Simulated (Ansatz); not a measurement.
## BiPt: stiffness from a series of strains

```yaml
crystal:
  lattice:
    - [4.31500, 0.00000, 0.00000]
    - [-2.15750, 3.73690, 0.00000]
    - [0.00000, 0.00000, 5.49000]
  atoms:
    - { symbol: Bi, position: [0.33333, 0.66667, 0.25000] }
    - { symbol: Bi, position: [0.66667, 0.33333, 0.75000] }
    - { symbol: Pt, position: [0.00000, 0.00000, 0.00000] }
    - { symbol: Pt, position: [0.00000, 0.00000, 0.50000] }
```

Atoms are numbered in the order listed.

The cell is COD entry 9008911, as deposited and not checked against the literature; nothing was relaxed.

Spin–orbit coupling is left out, though it moves levels of the heavy atoms by tenths of an eV or more.

Method: DFT, LDA, all-electron LAPW, scalar-relativistic (Ansatz 0.2.0).

Settings: a Γ-centred 9×9×6 k mesh, Fermi–Dirac smearing of 0.05 eV, basis error target 0.5 meV/atom, no spin polarisation.

The strain is applied along the Cartesian axes of the cell as listed (the other components stay zero). Fractional coordinates are held (clamped ions).

σ is the change of stress from the unstrained cell, which is at -0.19 GPa; tension is positive, so slopes are stress–strain coefficients at that pressure. In a metal the k mesh adds noise.

Only quantities that a quadratic follows smoothly over the whole series are listed; rougher ones are left out.

| εxx = εyy | σzz (GPa) | σxx (GPa) |
| --- | --- | --- |
| -0.0200 | -4.59 | -6.20 |
| 0.0000 | 0.00 | 0.00 |
| 0.0100 | 1.85 | 2.65 |
| 0.0200 | 3.45 | 5.04 |

Problem. Fit the series and read off the stiffness at zero strain.

Solution. Least-squares fits y = p0 + p1 x + p2 x² to the rows give σzz (GPa): p1 = 201, p2 = -1400; σxx (GPa): p1 = 281, p2 = -1400. So C13 + C23 = 201 GPa and C11 + C12 = 281 GPa, for these axes.

Problem. One run, at εxx = εyy = -0.0100, is withheld. Predict its row.

Solution. The fits give -2.16, -2.96; the run gave -2.14, -2.94.
